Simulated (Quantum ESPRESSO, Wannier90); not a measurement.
# Hf2Ge (I4/mcm): Wannier90 run

```xyz
6
Lattice="-3.2903 3.2903 2.6465 3.2903 -3.2903 2.6465 3.2903 3.2903 -2.6465" Properties=species:S:1:pos:R:3 pbc="T T T"
Hf     1.0250     2.2653    -2.6465
Hf     2.2653     1.0250     0.0000
Hf     1.0250    -2.2653     0.0000
Hf    -1.0250     2.2653     0.0000
Ge     0.0000     0.0000    -1.3232
Ge     0.0000     0.0000     1.3232
```

Structure: Materials Project mp-9939, symmetrised, not relaxed again. Not found in the COD (Crystallography Open Database) copy used; not checked further. Method: PBEsol plane waves in Quantum ESPRESSO 7.5 (PseudoDojo norm-conserving files, 63 Ry, no spin polarisation, no spin-orbit coupling), Bloch states on a 4×4×4 mesh through Γ, Wannier90 4.0.1. Density: 8×8×8 mesh, cold smearing 0.01 Ry. Spin-orbit coupling is left out although heavy elements are present.

A tight-binding model is made by disentanglement and projection with no localisation steps (num_iter = 0), so the 44 orbitals stay atom-like: hydrogen-like Hf: s;p;d; Ge: s;p, axes along x, y, z; frozen window up to 1.50 eV relative to the Fermi level. It follows pw.x to 24 meV rms for states up to 1.0 eV relative to the Fermi level. Matrix elements depend on this choice of orbitals and windows.

Question: What are the on-site energies relative to the Fermi level, and how fast do the hoppings decay?

Answer: 
```tsv
atom	orbitals	energy (eV)
Hf1	s	4.16
Hf1	pz	10.60
Hf1	px py	10.39
Hf1	dz2	3.23
Hf1	dxz dyz	3.30
Hf1	dx2-y2	3.09
Hf1	dxy	3.37
Hf2	s	4.16
Hf2	pz	10.60
Hf2	px py	10.39
Hf2	dz2	3.23
Hf2	dxz dyz	3.30
Hf2	dx2-y2	3.09
Hf2	dxy	3.37
Hf3	s	4.16
Hf3	pz	10.60
Hf3	px py	10.39
Hf3	dz2	3.23
Hf3	dxz dyz	3.30
Hf3	dx2-y2	3.09
Hf3	dxy	3.37
Hf4	s	4.16
Hf4	pz	10.60
Hf4	px py	10.39
Hf4	dz2	3.23
Hf4	dxz dyz	3.30
Hf4	dx2-y2	3.09
Hf4	dxy	3.37
Ge5	s	-4.90
Ge5	pz	3.45
Ge5	px py	3.90
Ge6	s	-4.90
Ge6	pz	3.45
Ge6	px py	3.90
```

```csv
distance of the centres (Å),largest modulus (eV)
2–3,2.8
3–4,1.5
4–5,0.16
5–6,0.42
6–7,0.17
7–8,0.079
```
